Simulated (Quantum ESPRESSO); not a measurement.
Empty bands for a GW run on BN (space group P6_3/mmc, No. 194): 96 bands on a 6×6×2 mesh, PBEsol, PseudoDojo standard norm-conserving files, scalar-relativistic, Quantum ESPRESSO. The input, in which only the diagonalization keyword changes:

```
&CONTROL
  calculation = 'nscf'
  pseudo_dir = './pseudo'
  outdir = './out'
/
&SYSTEM
  ibrav = 0
  nat = 4
  ntyp = 2
  ecutwfc = 84.0
  ecutrho = 336.0
  occupations = 'fixed'
  force_symmorphic = .true.
  nbnd = 96
/
&ELECTRONS
  conv_thr = 4e-09
  diago_full_acc = .true.
  diago_thr_init = 1e-08
  diagonalization = 'david'
/
ATOMIC_SPECIES
B 10.8100 B.upf
N 14.0070 N.upf
CELL_PARAMETERS angstrom
  2.512429911000   0.000000000000   0.000000000000
 -1.256214956000   2.175828128000   0.000000000000
  0.000000000000   0.000000000000   7.707260000000
ATOMIC_POSITIONS crystal
B   0.333333333000   0.666666667000   0.250000000000
B   0.666666667000   0.333333333000   0.750000000000
N   0.333333333000   0.666666667000   0.750000000000
N   0.666666667000   0.333333333000   0.250000000000
K_POINTS automatic
6 6 2 0 0 0
```

| diagonalization | mean iterations per k point | rough time | largest change of an eigenvalue (eV) |
|---|---|---|---|
| david | 20 | 1 | – |
| cg | 40 | about 3× | 7e-07 |
| paro | 17 | within a factor of two | 3e-08 |

An iteration means different work in each solver, so the counts don't rank them. Times are rough ratios from shared machines.

Geometry of the Materials Project entry, not relaxed at this level.
